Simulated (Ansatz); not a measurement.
Cd$_{2}$TeSe:
```
CELL_PARAMETERS angstrom
      2.22303     1.28347     7.25909
     -2.22303     1.28347     7.25909
      0.00000    -2.56694     7.25909
ATOMIC_POSITIONS crystal
  Cd 0.00523 0.00523 0.00523
  Cd 0.49492 0.49492 0.49492
  Te 0.62388 0.62388 0.62388
  Se 0.12596 0.12596 0.12596
```

Relaxed with PBEsol. Independent-particle spectrum: no excitons, no local fields, no scissors shift; 0.1 eV broadening; ε₁ of the summed bands alone.

**Question.** Tabulate the dielectric function from plane-wave PAW PBEsol (Ansatz code).

**Answer.** 

```
E (eV)  ε₁ xx  ε₂ xx  ε₁ zz  ε₂ zz
------  -----  -----  -----  -----
0.0     10.71   0.00   9.65   0.00
0.4      9.29   1.97  10.36   0.50
0.8      8.60   1.50   9.69   2.12
1.2      8.76   1.32   9.05   2.33
1.6      9.38   1.54   9.02   2.46
2.0     10.57   2.12   9.45   2.80
2.4     11.84   5.00  10.56   3.85
2.8      8.03   7.50   8.70   8.41
3.2      7.39   6.19   6.30   6.54
3.6      7.82   7.56   6.85   5.71
4.0      6.91   8.05   7.68   6.42
4.4      5.92  10.37   9.77   9.25
4.8      3.87  12.10   2.84  14.70
5.2     -1.56   9.52  -2.22   9.18
5.6     -0.60   6.77   0.03   6.69
6.0      0.13   7.70   1.13   8.86
6.4     -1.39   7.37  -1.96   7.93
6.8     -2.48   5.95  -3.41   5.88
7.2     -3.15   5.19  -3.56   4.46
7.6     -3.07   3.21  -3.04   3.17
8.0     -2.46   2.22  -2.47   1.96
8.4     -1.79   1.79  -1.70   1.73
8.8     -1.45   1.80  -1.53   1.59
9.2     -1.18   1.42  -0.97   1.39
9.6     -0.90   1.26  -0.91   1.36
10.0    -0.70   1.31  -0.71   1.33
10.4    -0.68   1.20  -0.73   1.18
10.8    -0.51   1.10  -0.51   1.06
11.2    -0.51   1.07  -0.45   1.03
11.6    -0.45   0.81  -0.46   0.83
12.0    -0.31   0.71  -0.28   0.71
```

**Question.** From ε at 0.4 eV (xx: 9.29 + 1.97i), find n, k, the normal reflectivity and the absorption coefficient.

**Answer.** n = 3.06, k = 0.321, R = 26 %, α = 2kE/ħc = 13000 cm⁻¹.

With all bands, ε∞ without local fields is 10.9 (xx = yy), 9.81 (zz). DFPT, with local fields, gives 10.2 (xx = yy), 9.22 (zz).

Space group R3m. The first step of the workflow began from a Materials Project structure, measured or hypothetical; the Crystallography Open Database copy checked does not list it. Whether it is the stable phase at ambient conditions was not checked. The PBEsol relaxation kept the symmetry of its start; of distortions, only those at the zone centre were tested. Spin–orbit coupling is left out wherever it is not named.

Potentials: the later of the program's two PAW sets.
